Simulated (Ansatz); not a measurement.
## Sr₂IrBrO₃ in Ansatz, relaxation

input.yaml:

```yaml
crystal:
  lattice:
    - [4.023356, 0.0, 0.0]
    - [0.0, 4.023356, 0.0]
    - [0.0, 0.0, 14.731192]
  atoms:
    - { symbol: O, position: [0.25, 0.75, 0.2285] }
    - { symbol: O, position: [0.75, 0.25, 0.2285] }
    - { symbol: O, position: [0.75, 0.25, 0.7715] }
    - { symbol: O, position: [0.25, 0.75, 0.7715] }
    - { symbol: Br, position: [0.25, 0.25, 0.42383] }
    - { symbol: Br, position: [0.75, 0.75, 0.57617] }
    - { symbol: Ir, position: [0.25, 0.25, 0.20508], spin: 1.0 }
    - { symbol: Ir, position: [0.75, 0.75, 0.79492], spin: 1.0 }
    - { symbol: Sr, position: [0.75, 0.75, 0.09766] }
    - { symbol: Sr, position: [0.25, 0.25, 0.90234] }
    - { symbol: O, position: [0.25, 0.25, 0.0752] }
    - { symbol: O, position: [0.75, 0.75, 0.9248] }
    - { symbol: Sr, position: [0.75, 0.75, 0.34375] }
    - { symbol: Sr, position: [0.25, 0.25, 0.65625] }
kpoints:
  mp_grid: { grid: [6, 6, 2], shift: [0, 0, 0] }
magnetization:
  spin_polarized: true
scf:
  occupations: { method: fermi_dirac }
  lower_state_search: "off"
hamiltonian:
  pseudopotentials: { kind: paw }
  xc: pbe
basis:
  ecutwfc: 420
  fft_grid_basis: typed
relax:
  max_steps: 40
  cell: { p_target: 5.0 }
  f_tol: 0.03
output:
  forces: true
  stress: true
  eigenvalues: true
  bader: false
  populations: true
  elf: true
  write_potential: true
  volumetric_format: npy
  dos:
    e_range: [-12, 8]
    de: 0.05
    projected: { site_lists: { Br: [Br], Ir: [Ir], O: [O], Sr: [Sr] } }
  write_density: true
checkpoint:
  read: saved_state
```

Run with:

```bash
ansatz run input.yaml --threads 2 --pin off --max-ram 4096MiB --backend cpu --events-out ev --progress --plain --runs-dir out
```

Origin of the cell: a known structure type with other elements, at an estimated volume, so it need not be a known compound.

The smearing width isn't typed, so it takes its default of 0.1 eV.

The saved state is a converged single point of the same cell.

Excerpt of the output:

```
SCF iter   1: F=—  HF=-47027.265489 eV  Δρ=6.21e-3  dr2=2.62e-2  dr2_m=5.59e-5  M=0.000 μB ∫|m|=0.002 μB
SCF iter   2: F=—  HF=-47027.438057 eV  Δρ=4.40e-3  dr2=1.31e-2  dr2_m=2.77e-5  M=0.000 μB ∫|m|=0.002 μB
SCF iter   3: F=—  HF=-47027.637659 eV  Δρ=4.31e-4  dr2=7.59e-4  dr2_m=1.35e-5  M=0.000 μB ∫|m|=0.001 μB
SCF iter   4: F=—  HF=-47027.639593 eV  Δρ=1.49e-4  dr2=3.20e-4  dr2_m=6.71e-6  M=0.000 μB ∫|m|=0.001 μB
SCF iter   5: F=—  HF=-47027.639761 eV  Δρ=7.36e-5  dr2=1.90e-4  dr2_m=3.33e-6  M=0.000 μB ∫|m|=0.001 μB
SCF iter   6: F=—  HF=-47027.639779 eV  Δρ=5.84e-5  dr2=1.17e-4  dr2_m=1.65e-6  M=0.000 μB ∫|m|=0.001 μB
[… 3 lines left out …]
SCF iter  10: F=—  HF=-47027.641510 eV  Δρ=1.30e-5  dr2=1.70e-5  dr2_m=3.31e-8  M=-0.000 μB ∫|m|=0.000 μB
SCF iter  11: F=—  HF=-47027.641509 eV  Δρ=1.50e-5  dr2=9.66e-6  dr2_m=1.53e-8  M=-0.000 μB ∫|m|=0.000 μB
SCF iter  12: F=—  HF=-47027.641508 eV  Δρ=5.21e-6  dr2=9.13e-7  dr2_m=1.88e-9  M=-0.000 μB ∫|m|=0.000 μB
SCF iter  13: F=—  HF=-47027.641508 eV  Δρ=3.76e-6  dr2=3.28e-7  dr2_m=2.67e-10  M=-0.000 μB ∫|m|=0.000 μB
SCF iter  14: F=—  HF=-47027.641508 eV  Δρ=1.90e-6  dr2=1.04e-7  dr2_m=1.05e-10  M=0.000 μB ∫|m|=0.000 μB
SCF iter  15: F=-47027.641508 eV  HF=-47027.641508 eV  Δρ=7.10e-7  dr2=1.96e-8  dr2_m=6.51e-11  M=0.000 μB ∫|m|=0.000 μB
relax step   1: F+E_penalty+E_count = -47027.641508 eV  Δ(F+E_penalty+E_count) = +0.000e0 eV  max|allowed force component| = 2.544e0 eV/Å  Δτ_max = 0.0000 Å  P = +3.589 GPa  Ω = 238.460 Å³  ( […]
relax step   2: F+E_penalty+E_count = -47027.646845 eV  Δ(F+E_penalty+E_count) = -5.337e-3 eV  max|allowed force component| = 1.247e0 eV/Å  Δτ_max = 0.1948 Å  P = +8.061 GPa  Ω = 227.826 Å³ […]
relax step   3: F+E_penalty+E_count = -47027.952592 eV  Δ(F+E_penalty+E_count) = -3.057e-1 eV  max|allowed force component| = 5.001e-1 eV/Å  Δτ_max = 0.0896 Å  P = +5.367 GPa  Ω = 231.506 Å³ […]
relax step   4: F+E_penalty+E_count = -47027.968424 eV  Δ(F+E_penalty+E_count) = -1.583e-2 eV  max|allowed force component| = 1.726e-1 eV/Å  Δτ_max = 0.0183 Å  P = +5.090 GPa  Ω = 231.534 Å³ […]
relax step   5: F+E_penalty+E_count = -47027.968327 eV  Δ(F+E_penalty+E_count) = +9.748e-5 eV  max|allowed force component| = 6.699e-2 eV/Å  Δτ_max = 0.0096 Å  P = +4.884 GPa  Ω = 231.439 Å³ […]
relax step   6: F+E_penalty+E_count = -47027.965177 eV  Δ(F+E_penalty+E_count) = +3.150e-3 eV  max|allowed force component| = 2.019e-2 eV/Å  Δτ_max = 0.0036 Å  P = +4.991 GPa  Ω = 231.303 Å³ […]
relax step   7: F+E_penalty+E_count = -47027.955771 eV  Δ(F+E_penalty+E_count) = +9.405e-3 eV  max|allowed force component| = 1.928e-2 eV/Å  Δτ_max = 0.0000 Å  P = +4.918 GPa  Ω = 231.303 Å³  stress off target by 2.06e-1 GPa […]
relax step   8: F+E_penalty+E_count = -47027.947408 eV  Δ(F+E_penalty+E_count) = +8.363e-3 eV  max|allowed force component| = 2.346e-2 eV/Å  Δτ_max = 0.0055 Å  P = +5.011 GPa  Ω = 230.998 Å³ […]
relax step   9: F+E_penalty+E_count = -47027.949602 eV  Δ(F+E_penalty+E_count) = -2.193e-3 eV  max|allowed force component| = 1.073e-2 eV/Å  Δτ_max = 0.0080 Å  P = +4.943 GPa  Ω = 231.068 Å³ […]
relax step  10: F+E_penalty+E_count = -47027.945732 eV  Δ(F+E_penalty+E_count) = +3.870e-3 eV  max|allowed force component| = 4.554e-3 eV/Å  Δτ_max = 0.0048 Å  P = +4.994 GPa  Ω = 230.931 Å³ […]
relax step  11: F+E_penalty+E_count = -47027.944911 eV  Δ(F+E_penalty+E_count) = +8.208e-4 eV  max|allowed force component| = 4.587e-3 eV/Å  Δτ_max = 0.0000 Å  P = +4.991 GPa  Ω = 230.931 Å³  stress off target by 2.42e-2 GPa […]
the starting moments were not kept: the SCF closed with an absolute magnetisation of 1.4e-8 μB, where they sum to 2 μB in size (2 sites). That is at most 0.1 of that sum. Measured as dr2_m me […]
SCF 11 converged in 9 iterations: F = -47027.944911 eV  dr2 = 7.70e-11
basis re-selected at this cell: Δ(F+E_penalty+E_count) = +8.208e-4 eV, ΔP = -0.003 GPa vs the last step (what re-selecting the basis moved, of the pressure what is left beyond the Pulay corre […]
SCF converged after 9 iterations
Magnetization: 0.0000 μB (62.0000 up, 62.0000 down)
Absolute magnetization: 0.0000 μB (∫|ρ↑−ρ↓|, with the PAW one-centre terms)
Spin contamination: 0.0000 ħ² per cell (⟨S²⟩ above its minimum at these occupations)
Per-site moments (μB) at R_I (Å): [(-5.400e-10, 0.843473), (-5.400e-10, 0.843473), (-5.400e-10, 0.843473), (-5.400e-10, 0.843473), (-1.896e-11, 1.233704), (-1.896e-11, 1.233704), (2.646e-9, 0 […]
Free energy (F): -47027.944911 eV
Harris-Foulkes:  -47027.944911 eV  (|F-HF|=6.55e-11)
Internal energy: -47027.890144 eV  (E = F + TS)
E sigma→0 (E₀):  -47027.917528 eV
Entropy (-TS):   -0.054766 eV (-3.912 meV/atom)
Fermi energy:    11.821190 eV
--- Per-component energies (eV) ---
  E_band       = -773.153566
  E_kinetic    = 3562.241814
  E_local      = -12282.177469  (includes V_loc(G=0)·N_el)
  E_nonlocal   = 1386.269695
  E_hartree    = 4726.899501
  E_xc         = -2207.732010
  E_vxc        = -2029.490164  (∫ρ·V_xc dr)
  E_paw        = -34667.429925  (= ΣΔE_a)
  E_vpaw       = -863.811838  (= ΣTr[D̂ρ^β])
  E_aug_tail   = 0.014793  (compensation charges beyond the density's cutoff)
  E_ewald      = -7545.976543
  E_smearing   = -0.054766  (= −TS)
  Σ components = -47027.944911   (vs F -47027.944911, Δ=0.00e0)
--- Forces (eV/Å), atoms counted from 1 ---
  atom   1  O      0.000000     0.000000     0.004587
  atom   2  O      0.000000     0.000000     0.004587
  atom   3  O      0.000000     0.000000    -0.004587
  atom   4  O      0.000000     0.000000    -0.004587
  atom   5  Br     0.000000     0.000000    -0.001185
  atom   6  Br     0.000000     0.000000     0.001185
  atom   7  Ir    -0.000000     0.000000    -0.003715
  atom   8  Ir     0.000000     0.000000     0.003715
  atom   9  Sr     0.000000     0.000000     0.000958
  atom  10  Sr     0.000000     0.000000    -0.000958
  atom  11  O      0.000000     0.000000    -0.001142
  atom  12  O      0.000000     0.000000     0.001142
  atom  13  Sr    -0.000000     0.000000    -0.004542
  atom  14  Sr    -0.000000     0.000000     0.004542
  max |Σ_I F_I| component: 8.33e-17 eV/Å
--- Stress (GPa, compression-positive) ---
        4.998054      -0.000000       0.000000
       -0.000000       4.998054       0.000000
        0.000000       0.000000       4.975768
  P = ⅓ Tr σ = 4.9906 GPa (49.906 kbar)
--- Relaxed structure (9 steps of the walk, 9 accepted, 2 SCFs on fresh bases) ---
  F+E_penalty+E_count = -47027.944911 eV   max|allowed force component| = 4.587e-3 eV/Å   (the final SCF, on the basis selected at the relaxed cell)
  cell:  # Å, volume = 230.9313 Å³
    - [4.043734, 0.0, 0.0]
    - [0.0, 4.043734, 0.0]
    - [0.0, 0.0, 14.122702]
  atoms:
    - { symbol: O, position: [0.25, 0.75, 0.231828] }
    - { symbol: O, position: [0.75, 0.25, 0.231828] }
    - { symbol: O, position: [0.75, 0.25, 0.768172] }
    - { symbol: O, position: [0.25, 0.75, 0.768172] }
    - { symbol: Br, position: [0.25, 0.25, 0.421985] }
    - { symbol: Br, position: [0.75, 0.75, 0.578015] }
    - { symbol: Ir, position: [0.25, 0.25, 0.210212] }
    - { symbol: Ir, position: [0.75, 0.75, 0.789788] }
    - { symbol: Sr, position: [0.75, 0.75, 0.095979] }
    - { symbol: Sr, position: [0.25, 0.25, 0.904021] }
    - { symbol: O, position: [0.25, 0.25, 0.069074] }
    - { symbol: O, position: [0.75, 0.75, 0.930926] }
    - { symbol: Sr, position: [0.75, 0.75, 0.338128] }
    - { symbol: Sr, position: [0.25, 0.25, 0.661872] }
--- Löwdin populations: 14 sites ---
  site symbol       q [e]    m [muB]
     0      O      6.9989    -0.0000
     1      O      6.9989    -0.0000
     2      O      6.9989    -0.0000
     3      O      6.9989    -0.0000
     4     Br      7.5672     0.0000
     5     Br      7.5672     0.0000
     6     Ir     16.0020     0.0000
     7     Ir     16.0020     0.0000
     8     Sr      8.3005     0.0000
     9     Sr      8.3005     0.0000
    10      O      7.0464    -0.0000
    11      O      7.0464    -0.0000
    12     Sr      8.3812     0.0000
    13     Sr      8.3812     0.0000
  spilling = 0.011369 (of n_electrons = 124.000000)
```

The starting structure.

Space group P4/nmm (No. 129); the run's cell has a = 4.023 Å, b = 4.023 Å, c = 14.731 Å, α = 90.00°, β = 90.00°, γ = 90.00°. Shortest distances: Ir–O 1.91 Å, O–Sr 2.55 Å, O–O 2.84 Å, Br–Sr 3.08 Å, Br–Ir 3.22 Å, Ir–Sr 3.26 Å.

After:

Space group P4/nmm (No. 129); the run's cell has a = 4.044 Å, b = 4.044 Å, c = 14.123 Å, α = 90.00°, β = 90.00°, γ = 90.00°. Shortest distances: Ir–O 1.99 Å, O–Sr 2.33 Å, O–O 2.86 Å, Br–Ir 2.99 Å, Br–Sr 3.09 Å, Ir–Sr 3.28 Å.

| Quantity | Value |
| --- | --- |
| Enthalpy lowered by | 38.5 meV/atom |
| Volume change | -3.16 % |
| Final pressure | 4.99 GPa |
| Relaxation steps listed | 11 |
| Gap on the mesh | none (metal) |

Caveats: a starting moment was lost; no moments, though an odd count or open d shells may carry them; no spin-orbit coupling, though heavy elements are present; the relaxation held the start's symmetry, so the end may be a saddle point.

The run took 7.7 min on 2 threads of Arm Neoverse V1, on a shared host, peak memory 0.88 GiB, from a saved density.
